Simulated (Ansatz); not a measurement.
Fe$_{3}$C:
```
Fe3C
1.0
    4.66592     0.00000     0.00000
   -2.33296     4.04080     0.00000
    0.00000     0.00000     4.31758
Fe C
6 2
Direct
  0.00000   0.68358   0.50000
  0.31642   0.00000   0.00000
  0.31642   0.31642   0.50000
  0.00000   0.31642   0.00000
  0.68358   0.00000   0.50000
  0.68358   0.68358   0.00000
  0.66667   0.33333   0.75000
  0.33333   0.66667   0.25000
```
The run is spin-polarised; directions of the spins, atom by atom: ↑ ↑ ↑ ↑ ↑ ↑ 0 0.

This is the r²SCAN-relaxed structure.

### Question
All from r²SCAN (plane waves, PAW; program Ansatz), unless another level is named. Predict the electronic character.

### Answer
metallic (no gap).

### Question
And the formation energy from the elements (no fitted shifts)?

### Answer
0.15 eV/atom.

### Question
Give the density of states at the Fermi level.

### Answer
0.54 states/eV per atom (mean over ±0.08 eV).

Space group P6_322. The workflow started from a Materials Project entry (that database holds measured and hypothetical structures alike); the Crystallography Open Database copy checked does not list it. COD files the formula under space group No. 62. Whether it is the stable phase at ambient conditions was not checked. The r²SCAN relaxation kept the symmetry of its start; its stability against distortions is not shown here. The final state is ferromagnetic, chosen from 5 collinear starts compared on coarse meshes (ties went to the first, and starts can fall back to one state), not a proven ground state. Other orbital occupations within this spin state were not tried. The references are the lowest solids computed at this level, not always the standard phases.

Potentials: the earlier of the program's two PAW sets. The files were generated under PBE; for other functionals the program regenerates the frozen cores, and for LDA and PBEsol the local potential too.
